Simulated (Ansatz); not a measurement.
Metastable SCF solutions in B

We look at B: an isolated atom in a periodic box, with 1 atom per cell.

```
B
1.0
     9.00000    0.00000    0.00000
     0.00000    9.10000    0.00000
     0.00000    0.00000    9.20000
B
1
Direct
  0.50000 0.50000 0.50000
```

Numbers behind element symbols give the atom's place in this list.

Theory: Ansatz development build ahead of 0.2.0, DFT, PBE, PAW (an earlier, harder data set), plane waves, scalar-relativistic.

```yaml
plane_wave_cutoff: 710 eV
k_point_mesh: 1×1×1 (Γ-centred)
occupations: Fermi–Dirac smearing, 0.1 eV
```

The total moment includes the space between the atomic spheres.

By default the program goes on after convergence only on a hint of a lower state. The standard search may start further SCF runs from other orders; the lowest state can still be missed. With a search on, the program may also reshape the start on open shells.

State 1 (lowest found): magnetic on main-group sites alone, site moments B1 1.00 μB, total 1.00 μB per cell. Reached from:
- default search for lower states [B1 1.20 μB]: 42 iterations
- iteration limit 600, standard search for lower states [B1 1.20 μB]: 42 iterations
- standard search for lower states [B1 1.20 μB]: 42 iterations

State 2, 0.8 meV/atom higher: magnetic on main-group sites alone, site moments B1 1.00 μB, total 1.00 μB per cell (the moments match the lowest state's, so the two differ in another way, such as which orbitals are filled). Reached from:
- default search for lower states [B1 0.80 μB]: 37 iterations
- default search for lower states [B1 1.00 μB]: 35 iterations
- iteration limit 600, standard search for lower states [B1 0.80 μB]: 37 iterations
- standard search for lower states [B1 0.80 μB]: 37 iterations
- iteration limit 600, standard search for lower states [B1 1.00 μB]: 35 iterations
- standard search for lower states [B1 1.00 μB]: 35 iterations
- iteration limit 100, default search for lower states [B1 1.00 μB]: 32 iterations
- iteration limit 100, default search for lower states [B1 0.80 μB]: 25 iterations

State 3, 1.3 meV/atom higher: magnetic on main-group sites alone, site moments B1 1.00 μB, total 1.00 μB per cell (the moments match the lowest state's, so the two differ in another way, such as which orbitals are filled). Reached from:
- iteration limit 100, default search for lower states [B1 1.20 μB]: 28 iterations

12 runs converged, to 3 different states. These are lowest states among those tried, not proven ground states. States within about 5 meV/atom are too close for this mesh, smearing and search to settle their order.
